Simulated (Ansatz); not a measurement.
Starting cell, BAs (zinc blende):

```
BAs
1.0
    0.00000     4.80934     4.80934
    2.40467     2.40467     4.80934
    2.40467     2.40467     0.00000
As B
2 2
Direct
  0.00000   0.75000   0.75000
  0.50000   0.75000   0.75000
  0.00000   0.00000   0.00000
  0.50000   0.00000   0.00000
```

A phonon eigenvector at X = (0.5, 0.5, 0.0) is frozen into this cell: atom i moves by Q times the vector below, so Q is the largest atomic displacement, in Å. The cell is held. It is one choice among 2 degenerate patterns. (q is in reciprocal vectors of the primitive cell; the cell shown is doubled to hold the pattern.)

```csv
atom,x,y,z
As1,-0.105,0.000,0.000
As2,0.105,0.000,0.000
B3,0.000,1.000,0.000
B4,0.000,-1.000,0.000
```

The numbers are results of PBE (plane waves to 420 eV, PAW, scalar-relativistic; Ansatz, an electronic-structure program), not measurements. k mesh 12×12×12 (Γ-centred), Fermi-Dirac smearing 0.05 eV. The energy includes the smearing's −TS. BAs was relaxed with its symmetry unable to fall. ΔE is measured from the undisplaced structure.

```
Q (Å)   ΔE (meV/cell)
------  -------------
-0.280           1219
-0.187            550
-0.093            138
0.000               0
0.093             138
0.187             550
0.280            1219
```

Task: Which DFPT wavenumber at X = (0.5, 0.5, 0.0) belongs to this mode?
A. 610 cm⁻¹
B. 191 cm⁻¹
C. 312 cm⁻¹
D. 713 cm⁻¹

Result: A, 610 cm⁻¹. The curvature of the scan gives 610 cm⁻¹

(A displaced cell: forces are minus the slopes of the energy, force constants its curvatures, and phonons follow from these.)
